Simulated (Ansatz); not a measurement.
**Pt (Fm-3m), random displacements**

Computed with Ansatz, DFT PBEsol, scalar-relativistic, plane waves, PAW. Cutoff 420 eV, Γ-centred 10×10×10 k-points, Gaussian smearing of 0.15 eV. Spin–orbit coupling is left out, which can shift energies with elements as heavy as these. No spin polarisation. Energies are free energies at this smearing, counted from the undisturbed cell; pressure is positive in compression.

The starting cell (as given, not relaxed at this level):

```
Pt
1.0
     0.00000    3.91580    3.91580
     3.91580    0.00000    3.91580
     3.91580    3.91580    0.00000
Pt
8
Direct
  0.00000 0.00000 0.00000
  0.00000 0.00000 0.50000
  0.00000 0.50000 0.00000
  0.00000 0.50000 0.50000
  0.50000 0.00000 0.00000
  0.50000 0.00000 0.50000
  0.50000 0.50000 0.00000
  0.50000 0.50000 0.50000
```

The atoms are displaced (Å, in the unstrained cell):

```csv
atom,ux,uy,uz
Pt1,-0.098,-0.042,-0.401
Pt2,-0.146,-0.171,-0.139
Pt3,0.167,0.022,0.133
Pt4,-0.375,-0.156,0.141
Pt5,0.267,-0.127,0.016
Pt6,0.016,0.258,0.120
Pt7,0.088,0.252,0.166
Pt8,0.080,-0.037,-0.038
```

Strain (Voigt, engineering shear): (-0.0224, -0.0239, -0.0271, -0.0174, -0.0171, 0.0398).

Problem. What are the energy change, the stress and the forces?

Solution. ΔE = 1038.4 meV/atom; stress (xx, yy, zz, yz, xz, xy; compression positive) (65.00, 66.21, 65.24, 8.86, 10.11, 0.20) GPa.
```
atom Fx (eV/Å) Fy Fz
 Pt1       6.29  -4.07  13.60
 Pt2       1.77   5.64   5.46
 Pt3     -11.28  -4.82  -5.96
 Pt4       4.66   9.52  -6.27
 Pt5      -1.68   0.04  -1.13
 Pt6       2.03  -5.63  -8.15
 Pt7      -2.80  -1.98   1.42
 Pt8       1.02   1.31   1.02
```

Cost: 1 run of about 5.6 core-minutes, on Intel Xeon Processor @ 2.70GHz (shared hosts).